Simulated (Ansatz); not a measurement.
A plane-wave DFT run in Ansatz 0.2.0 (scalar-relativistic PAW potentials unless the input names others): input and command.

```yaml
crystal:
  lattice:
    - [-1.247179185, 2.1951433468, 4.5933699717]
    - [1.247179185, -2.1951433468, 4.5933699717]
    - [1.247179185, 2.1951433468, -4.5933699717]
  atoms:
    - { symbol: Li, position: [0.6759455565, 0.6759455565, 0.0] }
    - { symbol: Li, position: [0.3240544435, 0.3240544435, 0.0] }
    - { symbol: Nb, position: [0.0, 0.0, 0.0] }
basis:
  ecutwfc: "450 eV"
kpoints:
  mp_grid: { grid: [20, 20, 20] }
hamiltonian:
  xc: pbe
scf:
  occupations: { method: gaussian, width: 0.1 }
output:
  forces: true
  eigenvalues: true
  stress: true
relax:
  adjacent_minimum: "off"
  f_tol: 0.05
  max_steps: 80
  cell: { stress_tol: 0.05 }
  max_displacement: 0.05
```

```bash
ansatz run input.yaml --threads 1 --pin off --max-ram 2560MiB --backend cpu --events-out ev --progress --plain --runs-dir out
```

Abridged log:
```
Pseudopotentials: kind: paw
Pseudopotential: Li, paw, valence charge 3, recommended cutoff 420 eV (normal)
Pseudopotential: Nb, paw, valence charge 13, recommended cutoff 420 eV (normal)
Functional definition: PBE
Crystal: 3 atoms, lattice volume = 50.302 Å³
Basis set: ecut = 450 eV, 1093 PW (Γ), FFT grids on a1+a3, a2+a3, a3, exchange–correlation on 64×36×80 points (8 copies of the dense FFT grid, shifted against one another)
Bands: 14, of which v1, the nominal top of the filled ones, is band 10 counted from 1 (9 counted from 0)
Symmetry: 8 space group operations
Space group: Immm (ITA 71), of the structure as read, at distance tolerance 3.7e-5 Å
k-points: 1166 of 8000
Initial density: superposition of atomic densities (neutral atoms: chi_scale 0, normalization atom), corrected by the library's trained network
Initial wavefunctions: pseudopotential atomic-orbital guess
Functional: x = pbe(κ = 0.804, μ = 0.21951497), c = pbe(β = 0.06672455)
SCF iter   1: F=—  HF=-4960.071157 eV  |F-HF|=—  |Δ(HF+E_count)|=         —  Δρ=7.00e-3  dr2=3.74e-2  ethr=1.77e-3  ⟨swp⟩=4.9  Hψ=82146  notcnv=0
SCF iter   2: F=—  HF=-4960.068903 eV  |F-HF|=—  |Δ(HF+E_count)|=   2.25e-3  Δρ=4.73e-3  dr2=1.72e-2  ethr=1.97e-4  ⟨swp⟩=1.0  Hψ=25655  notcnv=0
SCF iter   3: F=—  HF=-4960.067205 eV  |F-HF|=—  |Δ(HF+E_count)|=   1.70e-3  Δρ=1.94e-3  dr2=3.42e-3  ethr=9.06e-5  ⟨swp⟩=1.8  Hψ=17964  notcnv=0
SCF iter   4: F=—  HF=-4960.066674 eV  |F-HF|=—  |Δ(HF+E_count)|=   5.31e-4  Δρ=3.25e-4  dr2=2.10e-5  ethr=1.80e-5  ⟨swp⟩=1.1  Hψ=16271  notcnv=0
SCF iter   5: F=—  HF=-4960.066675 eV  |F-HF|=—  |Δ(HF+E_count)|=   9.31e-7  Δρ=7.47e-5  dr2=2.59e-6  ethr=1.10e-7  ⟨swp⟩=2.5  Hψ=25244  notcnv=0
SCF iter   6: F=—  HF=-4960.066675 eV  |F-HF|=—  |Δ(HF+E_count)|=   3.60e-7  Δρ=1.30e-5  dr2=1.51e-7  ethr=1.36e-8  ⟨swp⟩=2.3  Hψ=23888  notcnv=0
SCF iter   7: F=-4960.066675 eV  HF=-4960.066675 eV  |F-HF|=1.19e-10  |Δ(HF+E_count)|=   3.61e-8  Δρ=2.81e-6  dr2=3.09e-9  ethr=5.26e-10  ⟨swp⟩=5.0  Hψ=51864  notcnv=0
SCF 1 converged in 7 iterations: F = -4960.066675 eV  dr2 = 3.09e-9
relax step   1: F+E_penalty+E_count = -4960.06667476 eV  Δ(F+E_penalty+E_count) = +0.000e0 eV  max|allowed force component| = 4.697e-2 eV/Å  Δτ_max = 0.0000 Å  P = +1.070 GPa  Ω = 50.302 Å³  (7 SCF iters, dr2 threshold 1.00e-7 eV, accepted)
Crystal: 3 atoms, lattice volume = 51.064 Å³
Basis set: ecut = 450 eV, 1105 PW (Γ), FFT grids on a1+a3, a2+a3, a3, exchange–correlation on 64×36×80 points (8 copies of the dense FFT grid, shifted against one another)
Initial density: handed on by an earlier stage of this run
Initial wavefunctions: those handed on with the density
SCF iter   1: F=—  HF=-4960.080023 eV  |F-HF|=—  |Δ(HF+E_count)|=         —  Δρ=3.30e-3  dr2=1.74e-2  ethr=9.40e-5  ⟨swp⟩=1.0  Hψ=96642  notcnv=0
   ...
SCF iter   5: F=-4960.080276 eV  HF=-4960.080276 eV  |F-HF|=4.22e-10  |Δ(HF+E_count)|=   3.11e-8  Δρ=1.83e-6  dr2=1.12e-9  ethr=3.36e-10  ⟨swp⟩=2.5  Hψ=23644  notcnv=0
SCF iter   6: F=-4960.080276 eV  HF=-4960.080276 eV  |F-HF|=1.46e-11  |Δ(HF+E_count)|=  1.66e-10  Δρ=5.42e-7  dr2=4.71e-11  ethr=5.87e-12  ⟨swp⟩=1.1  Hψ=48993  notcnv=0
SCF 5 converged in 6 iterations: F = -4960.080276 eV  dr2 = 4.71e-11
relax step   5: F+E_penalty+E_count = -4960.08027562 eV  Δ(F+E_penalty+E_count) = -3.425e-4 eV  max|allowed force component| = 2.898e-3 eV/Å  Δτ_max = 0.0057 Å  P = -0.013 GPa  Ω = 51.042 Å³  energy of the carried Pulay correction = -4.386e-5 eV  (6 SCF iters, dr2 threshold 1.92e-7 eV, accepted)
Basis set: ecut = 450 eV, 1089 PW (Γ), FFT grids on a1+a3, a2+a3, a3, exchange–correlation on 64×36×72 points (8 copies of the dense FFT grid, shifted against one another)
Initial wavefunctions: pseudopotential atomic-orbital guess (no wavefunctions were taken with the density)
SCF iter   1: F=—  HF=-4960.080337 eV  |F-HF|=—  |Δ(HF+E_count)|=         —  Δρ=5.79e-5  dr2=1.12e-7  ethr=9.12e-8  ⟨swp⟩=3.0  Hψ=121208  notcnv=0
SCF iter   2: F=—  HF=-4960.080329 eV  |F-HF|=—  |Δ(HF+E_count)|=   7.97e-6  Δρ=2.86e-5  dr2=2.51e-8  ethr=5.88e-10  ⟨swp⟩=2.0  Hψ=26367  notcnv=0
SCF iter   3: F=—  HF=-4960.080330 eV  |F-HF|=—  |Δ(HF+E_count)|=   1.27e-6  Δρ=2.90e-6  dr2=2.42e-9  ethr=1.32e-10  ⟨swp⟩=2.8  Hψ=27414  notcnv=0
SCF iter   4: F=—  HF=-4960.080330 eV  |F-HF|=—  |Δ(HF+E_count)|=   8.17e-9  Δρ=8.40e-7  dr2=9.03e-11  ethr=1.28e-11  ⟨swp⟩=2.4  Hψ=21366  notcnv=0
SCF iter   5: F=-4960.080330 eV  HF=-4960.080330 eV  |F-HF|=1.82e-12  |Δ(HF+E_count)|=  8.14e-10  Δρ=1.25e-7  dr2=8.31e-12  ethr=1.00e-12  ⟨swp⟩=2.3  Hψ=23607  notcnv=0
SCF iter   6: F=-4960.080330 eV  HF=-4960.080330 eV  |F-HF|=9.09e-13  |Δ(HF+E_count)|=  3.64e-12  Δρ=3.70e-8  dr2=3.01e-13  ethr=1.00e-12  ⟨swp⟩=3.9  Hψ=62575  notcnv=0
SCF 6 converged in 6 iterations: F = -4960.080330 eV  dr2 = 3.01e-13
SCF converged after 6 iterations
Free energy (F): -4960.080330 eV
Harris-Foulkes:  -4960.080330 eV  (|F-HF|=9.09e-13)
Internal energy: -4960.069053 eV  (E = F + TS)
E sigma→0 (E₀):  -4960.074692 eV
Entropy (-TS):   -0.011277 eV (-3.759 meV/atom)
Fermi energy:    7.205780 eV
--- Forces (eV/Å), atoms counted from 1 ---
  atom   1  Li     0.00000000     0.00000000    -0.00290261
  atom   2  Li     0.00000000     0.00000000     0.00290261
  atom   3  Nb     0.00000000     0.00000000     0.00000000
--- Stress (GPa, compression-positive) ---
       -0.022584       0.000000       0.000000
        0.000000      -0.036874       0.000000
        0.000000       0.000000       0.018184
  P = ⅓ Tr σ = -0.0138 GPa (-0.138 kbar)
--- Relaxed structure (5 steps of the walk, 5 accepted, 1 SCFs on fresh bases) ---
  F+E_penalty+E_count = -4960.08033025 eV   max|allowed force component| = 2.903e-3 eV/Å   (the final SCF, on the basis selected at the relaxed cell)
  cell:  # Å, volume = 51.0415 Å³
    - [-1.27004350, 2.25818864, 4.44922785]
    - [1.27004350, -2.25818864, 4.44922785]
    - [1.27004350, 2.25818864, -4.44922785]
  atoms:
    - { symbol: Li, position: [0.66953862, 0.66953862, 0.0] }
    - { symbol: Li, position: [0.33046137, 0.33046137, 0.0] }
    - { symbol: Nb, position: [0.0, 0.0, 0.0] }
```

Apart from outputs and empty bands, the input differs from a reference run on usual settings in relax.f_tol: 0.01 → 0.05; relax.max_displacement: not typed → 0.05; basis.ecutwfc: 420 → "450 eV". The reference, at the same start, ended its own course with a relaxed volume of 17.01 Å³/atom, pressure 0.00 GPa, largest force 0.001 eV/Å, no gap on the mesh. This run converged in 37 SCF iterations over all its steps (reference: 37) with an energy at zero smearing 0.14 meV/atom below the reference's, a relaxed volume of 17.01 Å³/atom, pressure -0.01 GPa, largest force 0.003 eV/Å, no gap on the mesh.

Time: 2.4 min on 1 thread of Intel(R) Xeon(R) 6975P-C (Granite Rapids), on a shared host, peak memory 1.1 GiB.